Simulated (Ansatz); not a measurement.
Bi$_{2}$Te$_{3}$:
```cif
data_Bi2Te3
_chemical_formula_sum 'Bi2 Te3'
_space_group_name_H-M_alt 'P 1'
_space_group_IT_number 1
_cell_length_a 4.35129
_cell_length_b 4.35129
_cell_length_c 10.56082
_cell_angle_alpha 90.000
_cell_angle_beta 90.000
_cell_angle_gamma 120.000
loop_
_space_group_symop_operation_xyz
  'x, y, z'
loop_
_atom_site_label
_atom_site_type_symbol
_atom_site_fract_x
_atom_site_fract_y
_atom_site_fract_z
_atom_site_occupancy
Bi1 Bi 0.33333 0.66667 0.19182 1
Bi2 Bi 0.66667 0.33333 0.80818 1
Te1 Te 0.00000 0.00000 0.00000 1
Te2 Te 0.33333 0.66667 0.64419 1
Te3 Te 0.66667 0.33333 0.35581 1
```

This is the PBEsol-relaxed structure.

Q: All from the program Ansatz at the PBEsol level (PAW), unless another level is named. Predict the hole effective mass.

A: 0.16, 0.16, 0.22 mₑ (principal values).

Q: What about the band gap?

A: 0.47 eV (direct).

Q: And the formation energy from the elements (no fitted shifts)?

A: -0.21 eV/atom.

Q: What about the valence-band maximum?

A: at Γ.

Q: What about the weight of the conduction-edge state by species (Voronoi cells)?

A: Bi 62 %, Te 38 %.

Space group P-3m1 (La2O3 or Ni2Al3 type). The cell is a constructed one: a structure type filled with these elements; neither database checked (COD, Materials Project) lists it. It is not the phase usual at ambient conditions (space group No. 166). Symmetry was held in the PBEsol relaxation; of distortions, only those at the zone centre were tested. The references are the lowest solids computed at this level, not always the standard phases. Spin–orbit coupling is left out wherever it is not named.

Potentials: the later of the program's two PAW sets.
